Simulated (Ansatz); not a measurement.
Relaxed-ion elastic tensor of Os (fcc (Cu type), space group No. 225) in GPa (Voigt order), plane-wave PAW r²SCAN+D4 (Ansatz code); density 22.57 g/cm³, 14.00 Å³ per atom.

```
651  315  315  0.0  0.0  0.0
315  651  315  0.0  0.0  0.0
315  315  651  0.0  0.0  0.0
0.0  0.0  0.0  348  0.0  0.0
0.0  0.0  0.0  0.0  348  0.0
0.0  0.0  0.0  0.0  0.0  348
```

Problem. Is the crystal mechanically stable?

Solution. Yes: the smallest eigenvalue of C is 337 GPa.

Problem. Work out the Voigt, Reuss and Hill averages.

Solution. K_V = 427, K_R = 427, K_H = 427; G_V = 276, G_R = 244, G_H = 260 GPa.

Problem. Give Young's modulus, Poisson's ratio, Pugh's ratio and the universal anisotropy index.

Solution. E = 9KG/(3K + G) = 648 GPa; ν = 0.25; K/G = 1.64 (brittle by the Pugh limit of 1.75); A_U = 5G_V/G_R + K_V/K_R − 6 = 0.66.

Problem. Estimate the sound speeds and the Debye temperature.

Solution. v_l = √((K + 4G/3)/ρ) = 5850 m/s, v_t = √(G/ρ) = 3390 m/s, mean 3770 m/s; Θ = (h/k)(3n/4πV)^(1/3) v_m = 465 K.

Problem. Give the Zener ratio and Young's modulus along [100], [110] and [111].

Solution. A = 2C44/(C11 − C12) = 2.07; 1/E = S11 − 2(S11 − S12 − S44/2)Γ with Γ = 0, 1/4, 1/3 gives 446, 678, 820 GPa.

Problem. Solve the Christoffel equation for the three sound speeds along [100], [110], [111].

Solution. Eigenvalues of C_ijkl n_j n_l equal ρv². In km/s, slowest first: [100] 3.93, 3.93, 5.37; [110] 2.73, 3.93, 6.07; [111] 3.18, 3.18, 6.28.

Space group Fm-3m (fcc (Cu type)). The workflow started from an entry of the Crystallography Open Database (COD), which files this formula under 2 space groups. It is not the phase usual at ambient conditions (space group No. 194). The r²SCAN+D4 relaxation kept the symmetry of its start; its stability against distortions is not shown here. The run is not spin-polarised. The pairwise dispersion correction was not fitted to metals. As this level gives no gap, shear constants depend on the k-mesh and smearing (Fermi–Dirac, 0.1 eV here). Scalar-relativistic: spin–orbit coupling is off unless named, which matters more the heavier the elements.

Potentials: the later of the program's two PAW sets.
